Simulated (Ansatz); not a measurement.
Starting cell, La (dhcp type, space group P6_3/mmc):

```
La
1.0
    3.77035     0.00000     0.00000
   -1.88518     3.26522     0.00000
    0.00000     0.00000    12.08105
La
4
Direct
  0.00000   0.00000   0.00000
  0.00000   0.00000   0.50000
  0.33333   0.66667   0.25000
  0.66667   0.33333   0.75000
```

In this cell atom 3 (La, nearest neighbour La at 3.723 Å; its periodic images, 3.8 Å or more away, move with it) is moved by s along Cartesian [110], unit vector (0.707, 0.707, 0.000); all other atoms and the cell stay fixed.

Calculation: PBE (plane waves to 420 eV, PAW, scalar-relativistic; Ansatz, an electronic-structure program). k mesh 11×11×3 (Γ-centred), Fermi-Dirac smearing 0.05 eV. E stands for the smeared free energy. With partly filled bands, energies and forces of such displacements shift with the k mesh and the smearing. La is run without spin polarisation. La was relaxed with its symmetry unable to fall. The PAW data are Ansatz's earlier set. ΔE is measured from the undisplaced structure. The last digit holds for this mesh only.

```tsv
s (Å)	ΔE (meV/cell)
-0.740	130.2
-0.592	86.4
-0.444	48.9
-0.296	21.5
-0.148	5.2
0.000	0.0
0.148	5.2
0.296	21.8
0.444	52.3
0.592	99.1
0.740	withheld
```

Fit a polynomial form (powers 2, 3, 4) to the given rows and predict ΔE at s = 0.740.

Least squares on the 10 given rows: ΔE = (257.9)·s² + (31.86)·s³ + (9.050)·s⁴, in meV/cell with s in Å; root-mean-square residual 1.02 meV/cell. At 0.740 the fit gives 156.9 meV/cell; the calculation gives 162.0 meV/cell, so the extrapolation is off by -5.1 (-3.1 %). The quadratic term alone would give 141.2 meV/cell.

(For displaced atoms, the force is minus the slope of the energy, and its curvature is a force constant, which sets phonon frequencies.)
